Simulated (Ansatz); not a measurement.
**YGe (CrB-type structure)**

Computed with Ansatz (plane waves, PAW, 420 eV cutoff): PBEsol, scalar-relativistic, no spin polarisation, Γ-centred 8×8×8 mesh, 0.05 eV Gaussian smearing; PAW files: Ansatz's generated set soft_2.

```
CELL_PARAMETERS angstrom
2.11858 -5.30844 0.00000
2.11858 5.30844 0.00000
0.00000 0.00000 3.91372
ATOMIC_POSITIONS crystal
Y 0.86113 0.13887 0.25000
Y 0.13887 0.86113 0.75000
Ge 0.58420 0.41580 0.25000
Ge 0.41580 0.58420 0.75000
```

This is a trial structure made by placing the elements on a prototype's sites, so it needn't be the stable form.

The cell has space group Cmcm (read at 0.01 Å). In it the stress is 0.01, 0.03, 0.02, 0.00, 0.00, 0.00 GPa and the largest force component 0.003 eV/Å. Each change below starts from this cell, without further relaxation. Stress is in GPa, positive in compression, in the order xx, yy, zz, yz, xz, xy; energies are counted from the cell above and are free energies with the smearing's entropy, which match forces and stress in a metal.

What happens when atom 3 (Ge) is moved by 0.05 Å along x?

The energy changes by 7.9 meV per cell, and the force on it along the shift is -0.318 eV/Å (−F/u = 6.36 eV/Å²). Stress: 0.08, 0.03, 0.07, 0.00, 0.00, -0.11.
```tsv
atom	Fx (eV/Å)	Fy	Fz
Y1	0.052	-0.001	0.000
Y2	0.274	0.002	0.000
Ge3	-0.318	0.001	0.000
Ge4	-0.007	-0.001	0.000
```
In a harmonic crystal the energy would rise by −½F·u = ½ × 6.36 × 0.05² eV = 8.0 meV, which matches.

What stress follows from an engineering strain of 2 % in xz, atoms carried along?

0.10, 0.04, 0.11, 0.00, -2.02, 0.00 GPa; the energy changes by 11.1 meV per cell.
The change of the stress over the strain gives a clamped-atom stiffness of about 101 GPa for this component.
In a harmonic crystal the energy would rise by V(½Cε² − σ₀ε), with σ₀ the stress of the unstrained cell, = 11.1 meV, which matches.
